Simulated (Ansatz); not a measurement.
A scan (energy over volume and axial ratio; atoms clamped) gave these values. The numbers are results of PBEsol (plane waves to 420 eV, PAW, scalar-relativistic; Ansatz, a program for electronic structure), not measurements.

The shear modulus C′ = (C11 − C12)/2 (fit, atoms clamped) is 190 GPa.

**Question.** Of these crystals, all scanned alike, which one is it?
(A) ZrC (rock salt)
(B) Ag (fcc, Cu type)
(C) CaTiO₃ (cubic perovskite)

**Answer.** A, ZrC (rock salt). The others have, for the shear modulus C′ = (C11 − C12)/2: CaTiO3 133 GPa, Ag 23 GPa

All were relaxed with their symmetry unable to fall. CaTiO3 is run without spin polarisation. This is a high-temperature form of CaTiO3. ZrC is run without spin polarisation. With partly filled bands, the response to shear is sensitive to the k mesh, so small differences along c/a are uncertain.

(Under strain, the slope of the energy per volume gives the stress and its curvature an elastic modulus.)
